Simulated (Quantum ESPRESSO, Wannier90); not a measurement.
**CsPbCl3 (cubic perovskite): Wannier90 run**

```
CELL_PARAMETERS angstrom
      5.67984     0.00000     0.00000
      0.00000     5.67984     0.00000
      0.00000     0.00000     5.67984
ATOMIC_POSITIONS crystal
  Cs 0.00000 0.00000 0.00000
  Pb 0.50000 0.50000 0.50000
  Cl 0.00000 0.50000 0.50000
  Cl 0.50000 0.00000 0.50000
  Cl 0.50000 0.50000 0.00000
```

Cell from Materials Project (mp-23037), symmetrised, no further relaxation. COD (Crystallography Open Database) records the formula in this space group. Ideal cubic forms of this type are often high-temperature phases that distort on cooling; symmetry holds the cell here, and its stability was not tested. Method: PBEsol plane waves in Quantum ESPRESSO 7.5 (PseudoDojo norm-conserving files, 50 Ry, no spin polarisation, no spin-orbit coupling), Bloch states on a 4×4×4 mesh through Γ, Wannier90 4.0.1. Density: 6×6×6 mesh, cold smearing 0.01 Ry. Spin-orbit coupling is left out although heavy elements are present.

The lattice is scaled uniformly with fixed fractional positions, and at each scale an atom-like model (Cs s, Pb p, Cl sp; disentangled, num_iter = 0) is made. Listed is the largest hopping of each kind of orbital pair shown, with the distance of the two functions' centres at scale 1; the mesh was not varied.

```tsv
scale	gap (eV)	modulus of t, Cl3 px–Pb2 px at 2.84 Å (eV)	modulus of t, Cl5 s–Pb2 pz at 2.84 Å (eV)	modulus of t, Cl4 s–Cs1 s at 4.02 Å (eV)
0.970	1.556	2.007	1.126	0.276
0.990	1.848	1.885	1.004	0.266
1.000	1.974	1.826	0.947	0.261
1.010	2.088	1.766	0.887	0.257
1.030	2.279	1.656	0.785	0.249
```

### Question
With |t| ∝ d^(−η), find η for each hopping from the ends of the series, and the volume deformation potential of the gap at scale 1.

### Answer
- Cl3 px–Pb2 px at 2.84 Å: η = −ln(1.656/2.007)/ln(1.030/0.970) = 3.2
- Cl5 s–Pb2 pz at 2.84 Å: η = −ln(0.785/1.126)/ln(1.030/0.970) = 6.0
- Cl4 s–Cs1 s at 4.02 Å: η = −ln(0.249/0.276)/ln(1.030/0.970) = 1.7
Harrison's rules would take η = 2.0, 2.0, 2.0 for these pairs; they describe atomic orbitals, while these are orthogonalised and change shape with the volume.
Volume deformation potential of the gap: dE_g/d ln V = (2.088 − 1.848)/(3 ln(1.010/0.990)) = 4.0 eV.
